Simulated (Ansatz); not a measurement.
Ansatz input

```yaml
crystal:
  lattice:
    - [1.5911584359, 0.9186557513, 7.7436740749]
    - [-1.5911584359, 0.9186557513, 7.7436740749]
    - [0.0, -1.8373115026, 7.7436740749]
  atoms:
    - { symbol: Li, position: [0.0, 1.0, 1.0] }
    - { symbol: Li, position: [0.2221833269, 0.2221833269, 0.2221833269] }
    - { symbol: Li, position: [0.7778166731, 0.7778166731, 0.7778166731] }
hamiltonian:
  xc: pbesol
  pseudopotentials:
    kind: paw
    azcp:
      Li: "pseudopotentials/Li.paw.azcp"
basis:
  ecutwfc: 420
  fft_grid_basis: typed
kpoints:
  mp_grid: { grid: [13, 13, 13], shift: [0, 0, 0] }
magnetization:
  spin_polarized: false
scf:
  occupations: { method: fermi_dirac, width: 0.1 }
  lower_state_search: "off"
output:
  stress: true
```

and its output:

```
Warning: the record states the generating functional pbe (its physics header spells it `PBE`), which answers neither for hamiltonian.xc's functional nor for the pbesol family's — results may be inconsistent (PPs are generated against a specific XC)
Engine: ansatz 0.2.0, aarch64-unknown-linux-gnu
Pseudopotentials: kind: paw
Pseudopotential: Li, paw, valence charge 3, recommended cutoff 420 eV (normal) 
Functional definition: PBEsol
  exchange = pbesol_x
  correlation = pbesol_c
Crystal: 3 atoms, lattice volume = 67.915 Å³
Basis set: ecut = 420 eV, 1321 PW (Γ)
Bands: 9, of which v1, the nominal top of the filled ones, is band 5 counted from 1 (4 counted from 0)
Symmetry: 12 space group operations
Space group: R-3m (ITA 166), of the structure as read, at distance tolerance 4.1e-5 Å
k-points: 231 of 2197
Non-local potential: Li, projectors of the file, l = 0: 3, l = 1: 2, l = 2: 1
PAW form: soft (Blöchl's): semilocal exchange-correlation on the pseudo side does not see the compensation charge
PAW one-centre angular grid: Li, 110 points (default); XC on 64 Gauss nodes
Initial density: superposition of atomic densities (neutral atoms: chi_scale 0, normalization atom), corrected by the library's trained network
Initial wavefunctions: pseudopotential atomic-orbital guess
Functional: x = pbesol(κ = 0.804, μ = 0.12345679012345678), c = pbesol(β = 0.046)
SCF iter   1: F=—  HF=-608.990475 eV  |F-HF|=—  |Δ(HF+E_count)|=         —  Δρ=1.39e-3  dr2=4.35e-4  ethr=1.77e-3  ⟨swp⟩=4.1  Hψ=12384  notcnv=0
SCF iter   2: F=—  HF=-608.988829 eV  |F-HF|=—  |Δ(HF+E_count)|=   1.65e-3  Δρ=6.30e-4  dr2=1.08e-4  ethr=4.83e-6  ⟨swp⟩=2.0  Hψ=4663  notcnv=0
SCF iter   3: F=—  HF=-608.988538 eV  |F-HF|=—  |Δ(HF+E_count)|=   2.91e-4  Δρ=3.85e-5  dr2=1.42e-6  ethr=1.20e-6  ⟨swp⟩=2.0  Hψ=3146  notcnv=0
SCF iter   4: F=—  HF=-608.988539 eV  |F-HF|=—  |Δ(HF+E_count)|=   1.07e-6  Δρ=2.46e-5  dr2=5.37e-6  ethr=1.58e-8  ⟨swp⟩=2.2  Hψ=3296  notcnv=0
iter 5 did not close the SCF: its close was put off for the readings that it lacked (scf_convergence_deferred on its scf_iter line)
SCF iter   5: F=-608.988538 eV  HF=-608.988538 eV  |F-HF|=5.90e-8  |Δ(HF+E_count)|=   8.68e-7  Δρ=4.08e-6  dr2=6.26e-8  ethr=1.58e-8  ⟨swp⟩=1.2  Hψ=2128  notcnv=0
SCF iter   6: F=-608.988538 eV  HF=-608.988538 eV  |F-HF|=8.66e-11  |Δ(HF+E_count)|=   1.58e-8  Δρ=3.48e-7  dr2=1.60e-10  ethr=6.96e-10  ⟨swp⟩=2.0  Hψ=6156  notcnv=0
SCF 1 converged in 6 iterations: F = -608.988538 eV  dr2 = 1.60e-10
SCF converged after 6 iterations
Free energy (F): -608.988538 eV
Harris-Foulkes:  -608.988538 eV  (|F-HF|=8.66e-11)
Internal energy: -608.936278 eV  (E = F + TS)
E sigma→0 (E₀):  -608.962408 eV
Entropy (-TS):   -0.052260 eV (-17.420 meV/atom)
Fermi energy:    0.687393 eV
--- Per-component energies (eV) ---
  E_band       = -274.492149
  E_kinetic    = 62.444605
  E_local      = -405.947434  (includes V_loc(G=0)·N_el)
  E_nonlocal   = -99.725074
  E_hartree    = 120.643426
  E_xc         = -29.138118
  E_vxc        = -37.706419  (∫ρ·V_xc dr)
  E_paw        = -58.743373  (= ΣΔE_a)
  E_vpaw       = -34.844724  (= ΣTr[D̂ρ^β])
  E_aug_tail   = 0.000048  (compensation charges beyond the density's cutoff)
  E_ewald      = -198.470358
  E_smearing   = -0.052260  (= −TS)
  E_closure    = 0.000000  (closes the sum)
  Σ components = -608.988538   (vs F -608.988538, Δ=0.00e0)
--- Stress (GPa, compression-positive) ---
       -1.328211      -0.000000      -0.000000
       -0.000000      -1.328211      -0.000000
       -0.000000      -0.000000      -1.135377
  P = ⅓ Tr σ = -1.2639 GPa (-12.639 kbar)
```
